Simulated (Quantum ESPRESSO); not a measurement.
Y2Zr3Sn2Mg, one run as intended and one with a planted mistake

A calculation, not a measurement. The program is pw.x of Quantum ESPRESSO 7.5 (plane-wave density functional theory). The cell is made up: eight metal atoms on a face-centred cubic lattice, with elements, volume, strain and displacements drawn at random and not relaxed, so it may be unstable or far from any real phase. PseudoDojo standard norm-conserving files set the functional (PBE unless stated); there is no spin polarisation or spin-orbit coupling, the Fermi-Dirac width of 0.25 eV means electrons at about 2900 K, and the masses in the input are unused placeholders. The tin pseudopotential is less sure than most, with forces differing by about three percent from a second method on plain tin. Heavy elements are run without spin-orbit coupling, which real alloys of them have. A spin test at this wide smearing found no moment, but such smearing suppresses magnetism that the real alloy may have.

Intended input:

```
&control calculation='scf', pseudo_dir='./dojo.nc.sr.pbe.v0_5.standard.upf', outdir='./o', disk_io='minimal', tprnfor=.true., tstress=.true. /
&system ibrav=0, nat=8, ntyp=4, nbnd=62, ecutwfc=84.00895049, nosym=.true., tot_charge=0,
 occupations='smearing', smearing='fd', degauss=0.0183746611
/
&electrons conv_thr=1.470e-08, electron_maxstep=70, mixing_beta=0.5 /
ATOMIC_SPECIES
Mg 1.0 Mg.upf
Sn 1.0 Sn.upf
Y 1.0 Y.upf
Zr 1.0 Zr.upf
CELL_PARAMETERS angstrom
0.0 0.0 -4.6972
4.6972 0.0 0.0
0.0 -9.3945 0.0
ATOMIC_POSITIONS angstrom
Y -0.0044 -0.0505 0.1136
Zr 0.0206 -4.7453 0.0204
Y 2.3938 -2.3181 -0.0601
Sn 2.4153 -7.0253 0.0407
Zr 0.0001 -2.3519 -2.3374
Sn -0.0661 -6.987 -2.4255
Mg 2.2647 0.029 -2.3593
Zr 2.4251 -4.6967 -2.3655
K_POINTS automatic
5 5 3 1 1 1
```

The log is shortened where brackets say so; the opening notice, blank lines, dates and the lines on written files are dropped, and the path of the files is cut. It prints rydbergs, bohrs and kilobars, and counts compression as positive stress. Its total energy is the free energy E - TS of the whole cell.

Log of the intended run:

```
     Program PWSCF v.7.5
     Parallel version (MPI & OpenMP), running on       4 processor cores
     Number of MPI processes:                 4
     Threads/MPI process:                     1
     [start-up lines left out]
     bravais-lattice index     =            0
     lattice parameter (alat)  =       8.8764  a.u.
     unit-cell volume          =    1398.7767 (a.u.)^3
     number of atoms/cell      =            8
     number of atomic types    =            4
     number of electrons       =        96.00
     number of Kohn-Sham states=           62
     kinetic-energy cutoff     =      84.0090  Ry
     charge density cutoff     =     336.0358  Ry
     scf convergence threshold =      1.5E-08
     mixing beta               =       0.5000
     number of iterations used =            8  plain     mixing
     Exchange-correlation= PBE
                           (   1   4   3   4   0   0   0)
     [axes and pseudopotential details left out]
   Cartesian axes
     site n.     atom                  positions (alat units)
         1        Y      tau(   1) = (  -0.0009367  -0.0107511   0.0241846  )
         2        Zr     tau(   2) = (   0.0043856  -1.0102401   0.0043430  )
         3        Y      tau(   3) = (   0.5096228  -0.4935068  -0.0127949  )
         4        Sn     tau(   4) = (   0.5141999  -1.4956357   0.0086647  )
         5        Zr     tau(   5) = (   0.0000213  -0.5007025  -0.4976156  )
         6        Sn     tau(   6) = (  -0.0140722  -1.4874819  -0.5163715  )
         7        Mg     tau(   7) = (   0.4821383   0.0061739  -0.5022780  )
         8        Zr     tau(   8) = (   0.5162863  -0.9998936  -0.5035979  )
     number of k points=    38  Fermi-Dirac smearing, width (Ry)=  0.0184
                       cart. coord. in units 2pi/alat
        k(    1) = (   0.1000000  -0.0833324  -0.1000000), wk =   0.0533333
        k(    2) = (   0.1000000   0.2499973  -0.1000000), wk =   0.0533333
     [further k points left out]
     Dense  grid:   145603 G-vectors     FFT dimensions: (  54,  54, 108)
     Estimated max dynamical RAM per process >     397.50 MB
     Estimated total dynamical RAM >       1.45 GB
     Initial potential from superposition of free atoms
     starting charge      95.9801, renormalised to      96.0000
     Starting wfcs are   73 randomized atomic wfcs
     total cpu time spent up to now is        5.2 secs
     per-process dynamical memory:   290.1 Mb
     Self-consistent Calculation
     iteration #  1     ecut=    84.01 Ry     beta= 0.50
     Davidson diagonalization with overlap
     ethr =  1.00E-02,  avg # of iterations =  2.6
     total cpu time spent up to now is       15.9 secs
     total energy              =    -900.24270202 Ry
     estimated scf accuracy    <       1.31045537 Ry
     iteration #  2     ecut=    84.01 Ry     beta= 0.50
     Davidson diagonalization with overlap
     ethr =  1.37E-03,  avg # of iterations =  7.1
     total cpu time spent up to now is       31.2 secs
     total energy              =    -898.96402453 Ry
     estimated scf accuracy    <      29.49990505 Ry
     [iterations 3 to 13 left out]
     iteration # 14     ecut=    84.01 Ry     beta= 0.50
     Davidson diagonalization with overlap
     ethr =  9.01E-11,  avg # of iterations =  5.1
     total cpu time spent up to now is      161.4 secs
     total energy              =    -901.06512943 Ry
     estimated scf accuracy    <       0.00000007 Ry
     iteration # 15     ecut=    84.01 Ry     beta= 0.50
     Davidson diagonalization with overlap
     ethr =  7.38E-11,  avg # of iterations =  2.0
     total cpu time spent up to now is      170.1 secs
     End of self-consistent calculation
     [lines on levels left out]
!    total energy              =    -901.06512942 Ry
     estimated scf accuracy    <          9.2E-09 Ry
     smearing contrib. (-TS)   =      -0.12974698 Ry
     internal energy E=F+TS    =    -900.93538245 Ry
     The total energy is F=E-TS. E is the sum of the following terms:
     one-electron contribution =    -294.27706750 Ry
     hartree contribution      =     183.59321048 Ry
     xc contribution           =    -195.90013133 Ry
     ewald contribution        =    -594.35139409 Ry
     convergence has been achieved in  15 iterations
     Forces acting on atoms (cartesian axes, Ry/au):
     atom    1 type  3   force =    -0.00064564    0.06731441   -0.02401494
     atom    2 type  4   force =     0.00844381   -0.00582112   -0.00997132
     atom    3 type  3   force =    -0.01018002   -0.02931435    0.01185837
     atom    4 type  2   force =    -0.01296394    0.00933588   -0.00930570
     atom    5 type  4   force =     0.00451852   -0.04096670   -0.00184403
     atom    6 type  2   force =     0.01279250    0.00380581    0.01727751
     atom    7 type  1   force =     0.00952715    0.00143461    0.01035068
     atom    8 type  4   force =    -0.01149238   -0.00578854    0.00564943
     Total force =     0.096616     Total SCF correction =     0.000204
     Computing stress (Cartesian axis) and pressure
          total   stress  (Ry/bohr**3)                   (kbar)     P=      -12.12
  -0.00007017   0.00000637   0.00000772          -10.32        0.94        1.14
   0.00000637  -0.00006673  -0.00000465            0.94       -9.82       -0.68
   0.00000772  -0.00000465  -0.00011031            1.14       -0.68      -16.23
     init_run     :      4.61s CPU      4.85s WALL (       1 calls)
     electrons    :    161.41s CPU    164.99s WALL (       1 calls)
     forces       :      1.54s CPU      1.55s WALL (       1 calls)
     stress       :      5.24s CPU      5.36s WALL (       1 calls)
     [timing details left out]
     PWSCF        :   2m53.14s CPU   2m57.13s WALL
     JOB DONE.
```

A second run has one planted mistake: one atom is of a wrong element. The input lines that differ:

```
- &system ibrav=0, nat=8, ntyp=4, nbnd=62, ecutwfc=84.00895049, nosym=.true., tot_charge=0,
+ &system ibrav=0, nat=8, ntyp=5, nbnd=63, ecutwfc=84.00895049, nosym=.true., tot_charge=0,
+ Ta 1.0 Ta.upf
- Y 2.3938 -2.3181 -0.0601
+ Ta 2.3938 -2.3181 -0.0601
```

Its log:

```
     Program PWSCF v.7.5
     Parallel version (MPI & OpenMP), running on       4 processor cores
     Number of MPI processes:                 4
     Threads/MPI process:                     1
     [start-up lines left out]
     bravais-lattice index     =            0
     lattice parameter (alat)  =       8.8764  a.u.
     unit-cell volume          =    1398.7767 (a.u.)^3
     number of atoms/cell      =            8
     number of atomic types    =            5
     number of electrons       =        98.00
     number of Kohn-Sham states=           63
     kinetic-energy cutoff     =      84.0090  Ry
     charge density cutoff     =     336.0358  Ry
     scf convergence threshold =      1.5E-08
     mixing beta               =       0.5000
     number of iterations used =            8  plain     mixing
     Exchange-correlation= PBE
                           (   1   4   3   4   0   0   0)
     [axes and pseudopotential details left out]
   Cartesian axes
     site n.     atom                  positions (alat units)
         1        Y      tau(   1) = (  -0.0009367  -0.0107511   0.0241846  )
         2        Zr     tau(   2) = (   0.0043856  -1.0102401   0.0043430  )
         3        Ta     tau(   3) = (   0.5096228  -0.4935068  -0.0127949  )
         4        Sn     tau(   4) = (   0.5141999  -1.4956357   0.0086647  )
         5        Zr     tau(   5) = (   0.0000213  -0.5007025  -0.4976156  )
         6        Sn     tau(   6) = (  -0.0140722  -1.4874819  -0.5163715  )
         7        Mg     tau(   7) = (   0.4821383   0.0061739  -0.5022780  )
         8        Zr     tau(   8) = (   0.5162863  -0.9998936  -0.5035979  )
     number of k points=    38  Fermi-Dirac smearing, width (Ry)=  0.0184
                       cart. coord. in units 2pi/alat
        k(    1) = (   0.1000000  -0.0833324  -0.1000000), wk =   0.0533333
        k(    2) = (   0.1000000   0.2499973  -0.1000000), wk =   0.0533333
     [further k points left out]
     Dense  grid:   145603 G-vectors     FFT dimensions: (  54,  54, 108)
     Estimated max dynamical RAM per process >     421.81 MB
     Estimated total dynamical RAM >       1.54 GB
     Initial potential from superposition of free atoms
     starting charge      97.9837, renormalised to      98.0000
     Starting wfcs are   73 randomized atomic wfcs
     total cpu time spent up to now is        5.2 secs
     per-process dynamical memory:   300.2 Mb
     Self-consistent Calculation
     iteration #  1     ecut=    84.01 Ry     beta= 0.50
     Davidson diagonalization with overlap
     ethr =  1.00E-02,  avg # of iterations =  2.6
     Threshold (ethr) on eigenvalues was too large:
     Diagonalizing with lowered threshold
     Davidson diagonalization with overlap
     ethr =  7.11E-04,  avg # of iterations =  3.9
     total cpu time spent up to now is       27.4 secs
     total energy              =    -949.21671993 Ry
     estimated scf accuracy    <       0.72980173 Ry
     iteration #  2     ecut=    84.01 Ry     beta= 0.50
     Davidson diagonalization with overlap
     ethr =  7.45E-04,  avg # of iterations =  8.5
     total cpu time spent up to now is       43.2 secs
     total energy              =    -948.32865567 Ry
     estimated scf accuracy    <      16.74628021 Ry
     [iterations 3 to 13 left out]
     iteration # 14     ecut=    84.01 Ry     beta= 0.50
     Davidson diagonalization with overlap
     ethr =  1.21E-10,  avg # of iterations =  2.2
     total cpu time spent up to now is      180.9 secs
     total energy              =    -949.60807558 Ry
     estimated scf accuracy    <       0.00000002 Ry
     iteration # 15     ecut=    84.01 Ry     beta= 0.50
     Davidson diagonalization with overlap
     ethr =  1.87E-11,  avg # of iterations =  5.0
     total cpu time spent up to now is      191.7 secs
     End of self-consistent calculation
     [lines on levels left out]
!    total energy              =    -949.60807557 Ry
     estimated scf accuracy    <       0.00000001 Ry
     smearing contrib. (-TS)   =      -0.13234693 Ry
     internal energy E=F+TS    =    -949.47572865 Ry
     The total energy is F=E-TS. E is the sum of the following terms:
     one-electron contribution =    -309.35849600 Ry
     hartree contribution      =     189.72667096 Ry
     xc contribution           =    -209.10016678 Ry
     ewald contribution        =    -620.74373683 Ry
     convergence has been achieved in  15 iterations
     Forces acting on atoms (cartesian axes, Ry/au):
     atom    1 type  4   force =    -0.00252123    0.02875573   -0.03042941
     atom    2 type  5   force =     0.00775691    0.01779886   -0.01070788
     atom    3 type  3   force =    -0.00386172   -0.04387094    0.00744669
     atom    4 type  2   force =    -0.01277988    0.01205559   -0.00928038
     atom    5 type  5   force =     0.00007807   -0.02498572    0.00434242
     atom    6 type  2   force =     0.01324767    0.00498771    0.01844288
     atom    7 type  1   force =     0.01077579   -0.01973507    0.01210144
     atom    8 type  5   force =    -0.01269562    0.02499383    0.00808425
     Total force =     0.085601     Total SCF correction =     0.000658
     Computing stress (Cartesian axis) and pressure
          total   stress  (Ry/bohr**3)                   (kbar)     P=      -68.32
  -0.00051893   0.00000908   0.00000732          -76.34        1.34        1.08
   0.00000908  -0.00039374  -0.00001534            1.34      -57.92       -2.26
   0.00000732  -0.00001534  -0.00048057            1.08       -2.26      -70.69
     init_run     :      4.89s CPU      5.13s WALL (       1 calls)
     electrons    :    183.35s CPU    186.49s WALL (       1 calls)
     forces       :      1.78s CPU      1.81s WALL (       1 calls)
     stress       :      6.15s CPU      6.32s WALL (       1 calls)
     [timing details left out]
     PWSCF        :   3m16.28s CPU   3m19.88s WALL
     JOB DONE.
```

|  | intended run | run with the mistake |
| --- | --- | --- |
| free energy (eV) | -12259.616 | -12920.076 |
| entropy term -TS, part of it (eV) | -1.765 | -1.801 |
| pressure (GPa) | -1.21 | -6.83 |
| size of the largest force component (eV/Å) | 1.731 | 1.128 |
| largest change of a force component (eV/Å) |  | 0.991 |
| iterations | 15 | 15 |

For scale, a rerun of the intended cell at a higher cutoff and on a denser mesh moved values by no more than 0.015 eV in energy, 0.07 GPa in stress and 0.010 eV/Å in force, and a second program with other atomic files agreed on that cell to 2 % rms in force and 0.5 GPa in pressure. Files of another functional or element have another zero of energy, so the energy change says nothing on stability. The number of bands, nbnd, was set by rule from the electron count, so it follows the mistake.